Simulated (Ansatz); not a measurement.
## Property card for Y3Ga2

Y₃Ga₂:
```
CELL_PARAMETERS angstrom
     -5.82947     5.82947     7.42061
      5.82947    -5.82947     7.42061
      5.82947     5.82947    -7.42061
ATOMIC_POSITIONS crystal
  Y  0.14629 0.64629 0.50000
  Y  0.85371 0.35371 0.50000
  Y  0.64629 0.14629 0.50000
  Y  0.35371 0.85371 0.50000
  Y  0.66851 0.16851 0.83703
  Y  0.33149 0.83149 0.16297
  Y  0.16851 0.33149 0.50000
  Y  0.83149 0.66851 0.50000
  Y  0.06618 0.93143 0.27046
  Y  0.93382 0.06857 0.72954
  Y  0.93143 0.66097 0.86525
  Y  0.06857 0.33903 0.13475
  Y  0.66097 0.79572 0.72954
  Y  0.33903 0.20428 0.27046
  Y  0.79572 0.06618 0.13475
  Y  0.20428 0.93382 0.86525
  Y  0.43382 0.70428 0.86525
  Y  0.56618 0.29572 0.13475
  Y  0.56857 0.43382 0.72954
  Y  0.43143 0.56618 0.27046
  Y  0.83903 0.56857 0.13475
  Y  0.16097 0.43143 0.86525
  Y  0.70428 0.83903 0.27046
  Y  0.29572 0.16097 0.72954
  Ga 0.75000 0.75000 0.00000
  Ga 0.25000 0.25000 0.00000
  Ga 0.00000 0.00000 0.00000
  Ga 0.50000 0.50000 0.00000
  Ga 0.11797 0.61797 0.73593
  Ga 0.88203 0.38203 0.26407
  Ga 0.61797 0.88203 0.50000
  Ga 0.38203 0.11797 0.50000
  Ga 0.87879 0.37879 0.85643
  Ga 0.12121 0.62121 0.14357
  Ga 0.37879 0.52237 0.50000
  Ga 0.62121 0.47763 0.50000
  Ga 0.52237 0.02237 0.14357
  Ga 0.47763 0.97763 0.85643
  Ga 0.02237 0.87879 0.50000
  Ga 0.97763 0.12121 0.50000
```

Space group I4/mcm (No. 140); conventional cell a = 11.659 Å, b = 11.659 Å, c = 14.841 Å, α = 90.00°, β = 90.00°, γ = 90.00°.

Method: r²SCAN in the plane-wave PAW code Ansatz. Structure relaxed to zero pressure with the same functional. Other levels are named where they apply.

**Cell and energy**

```json
{
  "volume_per_atom": "25.22 Å³",
  "density": "5.35 g/cm³",
  "Formation energy from the elements (no fitted shifts)": "-0.68 eV/atom"
}
```

**Electronic structure**

```json
{
  "electronic_character": "metallic (no gap)",
  "Density of states at the Fermi level": "0.52 states/eV per atom (mean over ±0.08 eV)"
}
```

The workflow started from a Materials Project entry (that database holds measured and hypothetical structures alike); the Crystallography Open Database copy checked does not list it. Whether it is the stable phase at ambient conditions was not checked. The r²SCAN relaxation kept the symmetry of its start; whether a distortion lowers the energy is not shown. No spin polarisation was allowed. Axis ratios of metals converge slowly with the k-mesh, so a and c are less sure than the volume. The references are the lowest solids computed at this level, not always the standard phases. Spin–orbit coupling is left out wherever it is not named.

Potentials: the later of the program's two PAW sets.
